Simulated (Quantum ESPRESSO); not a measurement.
**Band energies of Rb2NaAlF6**

```
Rb2NaAlF6
1.0
    0.00000     4.22464     4.22464
    4.22464     0.00000     4.22464
    4.22464     4.22464     0.00000
F Na Al Rb
6 1 1 2
Direct
  0.78110   0.21890   0.21890
  0.21890   0.78110   0.78110
  0.21890   0.78110   0.21890
  0.78110   0.21890   0.78110
  0.21890   0.21890   0.78110
  0.78110   0.78110   0.21890
  0.50000   0.50000   0.50000
  0.00000   0.00000   0.00000
  0.75000   0.75000   0.75000
  0.25000   0.25000   0.25000
```

LDA (Quantum ESPRESSO, PseudoDojo norm-conserving, 88 Ry, no spin-orbit coupling); path ΓXWKΓLUWLK,UX; energies in eV from the valence-band maximum.

| k (1/Å) | point | band 32 | band 33 | band 34 | band 35 | band 36 | band 37 | band 38 | band 39 |
|---|---|---|---|---|---|---|---|---|---|
| 0.00 | Γ | -0.40 | -0.40 | 0.00 | 0.00 | 0.00 | 6.45 | 9.32 | 9.32 |
| 0.19 |  | -0.42 | -0.42 | -0.04 | -0.04 | 0.00 | 6.71 | 9.44 | 9.48 |
| 0.37 |  | -0.48 | -0.48 | -0.14 | -0.14 | -0.01 | 7.39 | 9.56 | 9.75 |
| 0.56 |  | -0.54 | -0.54 | -0.24 | -0.24 | -0.01 | 8.28 | 9.48 | 10.08 |
| 0.74 | X | -0.56 | -0.56 | -0.29 | -0.29 | -0.01 | 9.02 | 9.17 | 10.17 |
| 0.74 | W | -0.66 | -0.57 | -0.30 | -0.14 | -0.14 | 9.24 | 9.66 | 9.66 |
| 1.01 | K | -0.64 | -0.54 | -0.26 | -0.23 | -0.07 | 9.15 | 9.37 | 9.79 |
| 1.20 |  | -0.61 | -0.50 | -0.19 | -0.15 | -0.12 | 8.45 | 9.60 | 9.89 |
| 1.40 |  | -0.51 | -0.45 | -0.11 | -0.11 | -0.07 | 7.49 | 9.60 | 9.94 |
| 1.80 | Γ | -0.40 | -0.40 | 0.00 | 0.00 | 0.00 | 6.45 | 9.32 | 9.32 |
| 1.96 |  | -0.41 | -0.41 | -0.02 | -0.02 | -0.01 | 6.64 | 9.43 | 9.43 |
| 2.12 |  | -0.44 | -0.44 | -0.08 | -0.08 | -0.05 | 7.17 | 9.59 | 9.74 |
| 2.28 |  | -0.46 | -0.46 | -0.13 | -0.13 | -0.09 | 7.89 | 9.28 | 10.15 |
| 2.44 | L | -0.47 | -0.47 | -0.14 | -0.14 | -0.11 | 8.51 | 8.81 | 10.39 |
| 2.67 |  | -0.58 | -0.50 | -0.19 | -0.16 | -0.11 | 8.73 | 9.06 | 10.12 |
| 2.89 | U | -0.64 | -0.54 | -0.26 | -0.23 | -0.07 | 9.15 | 9.37 | 9.79 |
| 2.89 | W | -0.66 | -0.57 | -0.30 | -0.14 | -0.14 | 9.24 | 9.66 | 9.66 |
| 3.16 |  | -0.59 | -0.51 | -0.22 | -0.14 | -0.13 | 8.79 | 9.14 | 10.06 |
| 3.29 |  | -0.51 | -0.49 | -0.16 | -0.14 | -0.12 | 8.59 | 8.90 | 10.28 |
| 3.42 | L | -0.47 | -0.47 | -0.14 | -0.14 | -0.11 | 8.51 | 8.81 | 10.39 |
| 3.53 |  | -0.50 | -0.48 | -0.16 | -0.15 | -0.12 | 8.57 | 8.88 | 10.31 |
| 3.65 |  | -0.58 | -0.50 | -0.19 | -0.16 | -0.11 | 8.73 | 9.06 | 10.12 |
| 3.76 |  | -0.62 | -0.52 | -0.23 | -0.20 | -0.09 | 8.95 | 9.31 | 9.88 |
| 3.88 | K | -0.64 | -0.54 | -0.26 | -0.23 | -0.07 | 9.15 | 9.37 | 9.79 |
| 3.88 | U | -0.64 | -0.54 | -0.26 | -0.23 | -0.07 | 9.15 | 9.37 | 9.79 |
| 4.14 | X | -0.56 | -0.56 | -0.29 | -0.29 | -0.01 | 9.02 | 9.17 | 10.17 |

The LDA gap is direct, 6.45 eV at Γ. Another valence extremum on the path lies within 0.02 eV, too close to call.

Geometry of the Materials Project entry, not relaxed at this level.

The structure is a Materials Project entry; no match was found in the copy of COD used, and its stability was not checked.
